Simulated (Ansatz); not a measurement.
Values for one crystal, relaxed and computed with the program Ansatz at the PBEsol level (PAW); other levels are named.

Volume per atom: 20.53 Å³
Electronic character: metallic (no gap)
Formation energy from the elements (no fitted shifts): -0.12 eV/atom
Bulk modulus (Birch–Murnaghan fit): 49.9 GPa
Pressure derivative B′: 4.6
Density of states at the Fermi level: 0.28 states/eV per atom (mean over ±0.08 eV)
Gap with spin–orbit coupling: none (metallic)

Task: Which compound is it?
A. MgCd, Pmma (Cd on 2e, Mg on 2f)
B. TlHg, CsCl type
C. MgAu, CsCl type
D. MgPd, CsCl type

Result: A, MgCd, Pmma (Cd on 2e, Mg on 2f)

The workflow started from an entry of the Crystallography Open Database (COD). Whether it is the stable phase at ambient conditions was not checked. The cell was relaxed with PBEsol under the symmetry of its start; whether a distortion lowers the energy is not shown. The references are the lowest solids computed at this level, not always the standard phases. Scalar-relativistic: spin–orbit coupling is off unless named, which matters more the heavier the elements.

Potentials: the later of the program's two PAW sets.
